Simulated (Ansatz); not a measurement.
TaAs:
Space group I4₁md (No. 109); a = 3.429 Å, b = 3.429 Å, c = 11.584 Å, α = 90.00°, β = 90.00°, γ = 90.00°

```
atom  site  symmetry       x       y       z
----  ----  --------  ------  ------  ------
Ta      4a      2mm.  0.0000  0.0000  0.7503
As      4a      2mm.  0.0000  0.0000  0.3323
```
(The calculation used a cell of 4 atoms; values per cell refer to that cell.)

Relaxed at zero pressure with PBEsol (plane waves, PAW; program Ansatz).

Problem. The volume is lowered by 3 % and shape and atoms relax at that volume. What pressure results, and how do the axes share the change?

Solution. 6.2 GPa; a -0.8 %, b -0.8 %, c -1.4 %; the energy rises by 10 meV/atom.

Problem. Give the new structure.

Solution. 
Space group I4₁md (No. 109); a = b = 3.400 Å, c = 11.424 Å, α = β = γ = 90.00°

| atom | site | symmetry | x | y | z |
|---|---|---|---|---|---|
| Ta | 4a | 2mm. | 0.0000 | 0.0000 | 0.7505 |
| As | 4a | 2mm. | 0.0000 | 0.0000 | 0.3321 |

The phase is kept; no other phase was compared at this pressure.

Space group I4_1md. The PBEsol relaxation kept the symmetry of its start; of distortions, only those at the zone centre were tested. No spin polarisation was allowed. Scalar-relativistic: spin–orbit coupling is off unless named, which matters more the heavier the elements.

Potentials: the earlier of the program's two PAW sets.
